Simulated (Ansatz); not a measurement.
# Co (beta-Sn type): energy against volume

All numbers below come from DFT, r2SCAN, plane waves (500 eV) with PAW, scalar-relativistic (Ansatz). (PAW data from PBE, frozen cores regenerated.)

The cell is scaled uniformly from the relaxed one, with fractional coordinates and shape fixed. Energies are extrapolated to zero smearing, pressures are those at the given smearing. Because the bonds are stretched with the cell, B₀ of this curve lies above the true bulk modulus of such a structure. Magnetic state: spin not included. Spin polarisation is off; a magnetic state may lie lower.

A Birch-Murnaghan fit gives V₀ = 10.87 Å³/atom, B₀ = 235 GPa, B₀′ = 4.7.

Task: What are the energy above the minimum and the pressure at 11.340 Å³/atom?

Result: 13.7 meV/atom and -8.29 GPa as computed.

Task: What are the energy above the minimum and the pressure at 11.776 Å³/atom?

Result: 47.5 meV/atom and -14.90 GPa as computed.

Task: What are the energy above the minimum and the pressure at 12.212 Å³/atom?

Result: 97.4 meV/atom and -20.14 GPa as computed.
